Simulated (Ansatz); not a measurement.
The start is a relaxed ZnCu2SnSe4 cell with every coordinate shifted by Gaussian noise of σ = 0.1 Å. The structure is fully relaxed (lattice and positions, P = 0) with PBE (plane waves to 420 eV, PAW, scalar-relativistic; Ansatz, an electronic-structure program). The first steps use a coarse 5×5×6 k-mesh.

Input geometry:
```
ZnCu2SnSe4
1.0
   -2.88182     2.88182     5.76298
    2.88182    -2.88182     5.76298
    2.88182     2.88182    -5.76298
Cu Zn Sn Se
2 1 1 4
Direct
  0.04549   0.03849   0.07114
  0.75655   0.24108   0.50984
  0.22462   0.76521   0.49150
  0.53669   0.50705   0.04473
  0.62882   0.61425   0.50511
  0.10492   0.10516   0.46295
  0.37304   0.88668   0.02233
  0.87505   0.34795   0.98149
```

Q: How large is the pressure on the unrelaxed cell, and of which sign?

A: +2 GPa (positive: the cell is compressed).

Q: Which atoms feel the largest initial force, and how large is it?

A: About 2.1 eV/Å, on Sn4, Se5 (atoms numbered as listed).

Q: How much energy is released per atom?

A: 0.09 eV/atom.

Q: Does it find its way back to the structure it was made from?

A: The parent structure is recovered, I-4 (No. 82).

It ends as:

Space group I-4 (No. 82); a = b = 5.762 Å, c = 11.530 Å, α = β = γ = 90.00°

| atom | site | symmetry | x | y | z |
|---|---|---|---|---|---|
| Cu | 2a | -4.. | 0.0000 | 0.0000 | 0.0000 |
| Cu | 2c | -4.. | 0.0000 | 0.5000 | 0.2500 |
| Zn | 2d | -4.. | 0.5000 | 0.0000 | 0.2500 |
| Sn | 2b | -4.. | 0.0000 | 0.0000 | 0.5000 |
| Se | 8g | 1 | 0.2310 | 0.2403 | 0.1302 |
(The calculation used a cell of 8 atoms; values per cell refer to that cell.)

Final values are on a 8×8×8 k-mesh of the relaxed cell. No spin polarisation in the result.
